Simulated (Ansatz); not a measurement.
Relaxed CdS (wurtzite):

```yaml
crystal:
  lattice:
    - [4.19618, 0.00000, 0.00000]
    - [-2.09809, 3.63400, 0.00000]
    - [0.00000, 0.00000, 6.82953]
  atoms:
    - { symbol: Cd, position: [0.33333, 0.66667, 0.99917] }
    - { symbol: Cd, position: [0.66667, 0.33333, 0.49917] }
    - { symbol: S, position: [0.33333, 0.66667, 0.37563] }
    - { symbol: S, position: [0.66667, 0.33333, 0.87563] }
```

In this cell atom 2 (Cd, nearest neighbour S at 2.565 Å; its periodic images, 4.2 Å or more away, move with it) is moved by u·(1.000, 0.000, 0.000) + v·(0.000, 0.000, 1.000); the rest is frozen.

All values below come from PBE (plane waves to 420 eV, PAW, scalar-relativistic; Ansatz, an electronic-structure program). k mesh 7×7×4 (Γ-centred), Fermi-Dirac smearing 0.05 eV. The energy includes the smearing's −TS. CdS was relaxed with its symmetry unable to fall. ΔE is measured from the undisplaced structure. Axes are in Å.

Problem. Estimate the ΔE (meV/cell) for all points of the grid u = -0.640, -0.320, 0.000, 0.320, 0.640 by v = -0.640, -0.320, 0.000, 0.320, 0.640.

Solution. ΔE (meV/cell), with u across and v down:

```
v \ u   -0.640  -0.320  0.000  0.320  0.640
------  ------  ------  -----  -----  -----
-0.640    3084    1033    520   1033   3084
-0.320    2177     599    199    599   2177
0.000     1192     240      0    240   1192
0.320      820     500    446    500    820
0.640     2040    2588   2857   2588   2040
```

(For displaced atoms, the force is minus the slope of the energy, and its curvature is a force constant, which sets phonon frequencies.)
